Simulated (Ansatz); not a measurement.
Relaxed-ion elastic tensor of Ru (hcp (Mg type), P6_3/mmc) in GPa (Voigt order), DFT-PBEsol in the program Ansatz with PAW potentials; density 12.60 g/cm³, 13.32 Å³ per atom.

```
629  204  189  0.0  0.0  0.0
204  629  189  0.0  0.0  0.0
189  189  707  0.0  0.0  0.0
0.0  0.0  0.0  205  0.0  0.0
0.0  0.0  0.0  0.0  205  0.0
0.0  0.0  0.0  0.0  0.0  213
```

Question: Is the crystal mechanically stable?

Answer: Yes: the smallest eigenvalue of C is 205 GPa.

Question: Work out the Voigt, Reuss and Hill averages.

Answer: K_V = 348, K_R = 347, K_H = 347; G_V = 217, G_R = 216, G_H = 216 GPa.

Question: Give Young's modulus, Poisson's ratio, Pugh's ratio and the universal anisotropy index.

Answer: E = 9KG/(3K + G) = 537 GPa; ν = 0.24; K/G = 1.61 (brittle by the Pugh limit of 1.75); A_U = 5G_V/G_R + K_V/K_R − 6 = 0.03.

Question: Estimate the sound speeds and the Debye temperature.

Answer: v_l = √((K + 4G/3)/ρ) = 7100 m/s, v_t = √(G/ρ) = 4140 m/s, mean 4600 m/s; Θ = (h/k)(3n/4πV)^(1/3) v_m = 577 K.

Question: Solve the Christoffel equation for the three sound speeds along x, y, z.

Answer: Eigenvalues of C_ijkl n_j n_l equal ρv². In km/s, slowest first: x 4.04, 4.11, 7.07; y 4.04, 4.11, 7.07; z 4.04, 4.04, 7.49.

Question: How much does each axis shrink under pressure?

Answer: Linear compressibilities β_i = Σ_j S_ij (j = 1 to 3): x 1.0, y 1.0, z 0.88 per TPa.

The PBEsol relaxation kept the symmetry of its start. No spin polarisation was allowed. As this level gives no gap, shear constants depend on the k-mesh and smearing (Fermi–Dirac, 0.1 eV here).

Potentials: the earlier of the program's two PAW sets. The files were generated under PBE; for other functionals the program regenerates the frozen cores, and for LDA and PBEsol the local potential too.
